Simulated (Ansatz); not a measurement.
The start is a relaxed Hf cell, doubled along one cell vector, shaken by Gaussian noise of σ = 0.08 Å a coordinate. The structure is fully relaxed (lattice and positions, P = 0) with r2SCAN (plane waves to 500 eV, PAW, scalar-relativistic; Ansatz, a quantum-chemistry and plane-wave program). The first steps use a coarse 7×13×12 k-mesh.

Input geometry:
```yaml
crystal:
  lattice:
    - [-3.71986, 3.71986, 3.20397]
    - [1.85993, -1.85993, 1.60198]
    - [1.85993, 1.85993, -1.60198]
  atoms:
    - { symbol: Hf, position: [0.01633, 0.00762, 0.04069] }
    - { symbol: Hf, position: [0.48763, 0.99360, 0.02556] }
```

Problem. By how much does the energy per atom fall from start to end?

Solution. 0.19 eV/atom.

Problem. How does the volume per atom move from start to end?

Solution. +0.8 %, from 22.17 to 22.35 Å³/atom.

Problem. How do the shortest distances between atoms change?

Solution. The closest pairs of elements (up to four, under 3.6 Å), start → end: Hf–Hf 2.94 → 3.13 Å.

Problem. Is the relaxed structure metallic? Give its gap.

Solution. Zero (metallic).

Problem. Give the final cell and atomic positions.

Solution. 
```cif
data_Hf2
_chemical_formula_sum 'Hf2'
_space_group_name_H-M_alt 'P63/mmc'
_space_group_IT_number 194
_space_group_name_Hall '-P 6c 2c'
_cell_length_a 3.19785
_cell_length_b 3.19785
_cell_length_c 5.04728
_cell_angle_alpha 90.000
_cell_angle_beta 90.000
_cell_angle_gamma 120.000
loop_
_atom_site_label
_atom_site_type_symbol
_atom_site_symmetry_multiplicity
_atom_site_Wyckoff_symbol
_atom_site_fract_x
_atom_site_fract_y
_atom_site_fract_z
_atom_site_occupancy
Hf1 Hf 2 c 0.33333 0.66667 0.25000 1
```

Final values are on a 17×17×9 k-mesh of the relaxed cell. No spin polarisation in the result.

The run could not lose the symmetry of its start.

Of the parent cell (I4/mmm (No. 139)): it is a generated cell of Hf: the first start was made by a random draw of sites in a space group, and the end was not matched to a known phase here, so it may be hypothetical. Known forms of Hf include space group No. 194.
